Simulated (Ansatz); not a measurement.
Input and command of a plane-wave DFT calculation in Ansatz:

```yaml
crystal:
  lattice:
    - [4.7317287454, 0.0, 0.0]
    - [0.0, 4.7317287454, 0.0]
    - [0.0, 0.0, 6.0162509475]
  atoms:
    - { symbol: Ga, position: [0.6666666667, 0.3333333333, 0.3333333333] }
    - { symbol: Ga, position: [0.3333333333, 0.6666666667, 0.3333333333] }
    - { symbol: Ga, position: [0.3333333333, 0.3333333333, 0.6666666667] }
    - { symbol: Ga, position: [0.6666666667, 0.6666666667, 0.6666666667] }
    - { symbol: S, position: [0.0, 0.0, 0.2733524153] }
    - { symbol: S, position: [0.0, 0.0, 0.7266475847] }
basis:
  ecutwfc: 420
kpoints:
  mp_grid: { grid: [4, 4, 4] }
hamiltonian:
  xc: pbe
scf:
  occupations: { method: gaussian, width: 0.1 }
  lower_state_search: "off"
output:
  forces: true
  stress: true
  eigenvalues: true
relax:
  adjacent_minimum: "off"
  f_tol: 0.04
  max_steps: 70
  cell: { stress_tol: 0.4 }
```

```bash
ansatz run input.yaml --threads 1 --pin off --max-ram 2560MiB --backend cpu --events-out ev --progress --plain --runs-dir out
```

Processor: Arm Neoverse V2, 1 thread, on a host shared with other jobs.

Problem. Estimate time, memory and problem size.

Solution. About 3.7 min on 1 thread of Arm Neoverse V2, on a shared host, peak memory 0.4 GiB. It solves 39 bands at 18 k points (the mesh reduced by the symmetry that the task leaves, which can be less than the crystal's) with about 3469 plane waves (on the last cell), in 133 SCF iterations over 19 ionic steps.
